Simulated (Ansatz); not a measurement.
BaF₂:
```cif
data_Ba4F8
_chemical_formula_sum 'Ba4 F8'
_space_group_name_H-M_alt 'Fm-3m'
_space_group_IT_number 225
_space_group_name_Hall '-F 4 2 3'
_cell_length_a 6.19473
_cell_length_b 6.19473
_cell_length_c 6.19473
_cell_angle_alpha 90.000
_cell_angle_beta 90.000
_cell_angle_gamma 90.000
loop_
_atom_site_label
_atom_site_type_symbol
_atom_site_symmetry_multiplicity
_atom_site_Wyckoff_symbol
_atom_site_fract_x
_atom_site_fract_y
_atom_site_fract_z
_atom_site_occupancy
Ba1 Ba 4 a 0.00000 0.00000 0.00000 1
F1 F 8 c 0.25000 0.25000 0.25000 1
```
(The calculation used a cell of 3 atoms; values per cell refer to that cell.)

Relaxed with r²SCAN. r²SCAN in the plane-wave PAW code Ansatz gives a gap of 7.41 eV.

Problem. What gap does HSE06 give on the same cell (Ansatz, PAW)?

Solution. 8.76 eV, 1.35 eV more. The hybrid was solved on a coarser mesh and at special points; its gap is the smallest among all of these.

```csv
k,v1 r²SCAN,c1 r²SCAN,v1 HSE06,c1 HSE06
Γ,-0.10,7.41,-0.11,8.76
X,-0.17,7.75,?,?
L,-0.18,9.92,?,?
W,-0.23,8.02,?,?
K,-0.17,8.02,?,?
```

Problem. Top valence (v1) and lowest conduction level (c1) in eV from each method's valence maximum (which need not be a listed point): supply the withheld HSE06 values.

Solution. 
- K, v1 HSE06: -0.19
- K, c1 HSE06: 9.50
- W, v1 HSE06: -0.26
- W, c1 HSE06: 9.51
- X, v1 HSE06: -0.21
- X, c1 HSE06: 9.23
- L, v1 HSE06: -0.17
- L, c1 HSE06: 11.31

Cost on shared cores: the r²SCAN run (SCF on a 8×8×8 mesh, then bands and DOS) very roughly 24 core-seconds, the HSE06 run (SCF on 6×6×6, then a few points) around 3 core-minutes (rough); the tasks are unlike.

The r²SCAN relaxation kept the symmetry of its start. Scalar-relativistic: spin–orbit coupling is off unless named, which matters more the heavier the elements.

Potentials: the later of the program's two PAW sets.
